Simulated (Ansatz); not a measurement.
## Phonons of AlB2-type LaCu2

Level of theory: DFT, PBEsol, scalar-relativistic, no spin polarisation; plane waves to 420 eV with PAW datasets (Ansatz 0.2.0), Gaussian smearing of 0.15 eV; PAW files: Ansatz's generated set soft_2.

```
La Cu
1.0
     4.25058    0.00000    0.00000
    -2.12529    3.68111    0.00000
     0.00000    0.00000    3.80868
La Cu
1 2
Direct
  0.00000 0.00000 0.00000
  0.33333 0.66667 0.50000
  0.66667 0.33333 0.50000
```

The start was a prototype's sites filled with these elements; the Crystallography Open Database holds the compound in this structure.

Force constants come from finite displacements in a 2×2×2 supercell (the unit cell's 10×10×10 k-mesh, folded to it); the long-range dipole term is not included. Points in reciprocal vectors of this cell: Γ = (0.000, 0.000, 0.000), M = (0.500, 0.000, 0.000), K = (0.333, 0.333, 0.000), A = (0.000, 0.000, 0.500), L = (0.500, 0.000, 0.500), H = (0.333, 0.333, 0.500).

**Question.** Is the structure dynamically stable along this path, and where does the spectrum end?

**Answer.** Yes: no branch is imaginary beyond numerical noise. The highest frequency is 206 cm⁻¹, at H. Points that don't fit the supercell are interpolated.

Frequencies at the named points (cm⁻¹, imaginary ones negative):
```
point                          ω (cm⁻¹)
    Γ     0 0 0 119 124 124 131 197 197
    M  72 77 90 102 106 118 143 183 200
    K   81 92 93 93 107 107 163 163 205
    A   70 70 85 85 100 107 107 198 198
    L   37 87 94 98 101 120 142 182 200
    H  57 57 99 104 114 114 159 159 206
```

**Question.** What does the harmonic approximation give for the vibrational free energy, entropy and heat capacity?

**Answer.** Zero-point energy 21.9 meV/atom.
```
T (K)  F_vib (meV/atom)  S (J/K per mole of atoms)  C_V (J/K per mole of atoms)
  100              14.9                       17.0                         19.5
  200             -11.2                       32.0                         23.3
  300             -49.7                       41.7                         24.2
  400             -96.7                       48.7                         24.5
  500            -150.1                       54.2                         24.7
  600            -208.7                       58.7                         24.8
  700            -271.5                       62.5                         24.8
  800            -338.1                       65.8                         24.8
  900            -407.8                       68.7                         24.9
 1000            -480.5                       71.4                         24.9
```

The highest mode, 206 cm⁻¹, is worth 300 K. At 300 K the heat capacity has reached 97 % of the classical limit 3R = 24.9 J/K per mole of atoms, since all modes lie under k_BT.

The crystal is a metal or nearly so; low and unstable modes depend on mesh and smearing.

Cost: 6.9 min on 4 threads of Intel(R) Xeon(R) Platinum 8259CL CPU @ 2.50GHz (Skylake/Cascade Lake) (shared host), peak memory 5.1 GiB.

These numbers lack spin–orbit coupling.
